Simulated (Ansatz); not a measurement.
Si$_{2}$Ru:
Space group P4/mmm (No. 123); a = b = 2.860 Å, c = 5.229 Å, α = β = γ = 90.00°

```
atom  site  symmetry       x       y       z
----  ----  --------  ------  ------  ------
Si      2h       4mm  0.5000  0.5000  0.2785
Ru      1a     4/mmm  0.0000  0.0000  0.0000
```

Relaxed at zero pressure with plane-wave PAW r²SCAN (Ansatz code).

Task: The volume is lowered by 3 % and shape and atoms relax at that volume. What pressure results, and how do the axes share the change?

Result: 6.2 GPa; a -1.1 %, b -1.1 %, c -0.7 %; the energy rises by 8 meV/atom.

Task: Give the new structure.

Result: 
Space group P4/mmm (No. 123); a = b = 2.827 Å, c = 5.190 Å, α = β = γ = 90.00°

| atom | site | symmetry | x | y | z |
|---|---|---|---|---|---|
| Si | 2h | 4mm | 0.5000 | 0.5000 | 0.2797 |
| Ru | 1a | 4/mmm | 0.0000 | 0.0000 | 0.0000 |

The phase is kept; no other phase was compared at this pressure.

The first step of the workflow began from a Materials Project structure, measured or hypothetical; the Crystallography Open Database copy checked does not list it. Whether it is the stable phase at ambient conditions was not checked. The cell was relaxed with r²SCAN under the symmetry of its start; whether a distortion lowers the energy is not shown. No spin polarisation was allowed.

Potentials: the later of the program's two PAW sets.
